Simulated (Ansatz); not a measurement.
Values for one crystal, relaxed and computed with r²SCAN+D4 in the plane-wave PAW code Ansatz; other levels are named.

- Volume per atom = 16.57 Å³
- Band gap = 0.11 eV (indirect)
- Hole effective mass = 0.41, 2.7, 3.2 mₑ (principal values)
- Smallest direct gap on the standard path = 0.62 eV
- Formation energy from the elements (no fitted shifts) = -0.37 eV/atom
- Conduction-band minimum = off the standard path, at k = (0.180, 0.424, 0.471)
- Valence-band maximum = at Γ

Question: Pick the material that matches.
A. NiS2, P2_1/c (Ni on 2c, S on 4e)
B. BeS, Pnma (Be on 4c, S on 4c)
C. PbS, Cmcm (Pb on 4c, S on 4c)
D. BeS, P4/nmm (Be on 2c, S on 2a)

Answer: A, NiS2, P2_1/c (Ni on 2c, S on 4e)

The workflow started from a Materials Project entry (that database holds measured and hypothetical structures alike); the Crystallography Open Database copy checked does not list it. COD files the formula under space group No. 205, so this cell is another polymorph or a model. Whether it is the stable phase at ambient conditions was not checked. The cell was relaxed with r²SCAN+D4 under the symmetry of its start; whether a distortion lowers the energy is not shown. No spin polarisation was allowed. The references are the lowest solids computed at this level, not always the standard phases.

Potentials: the later of the program's two PAW sets.
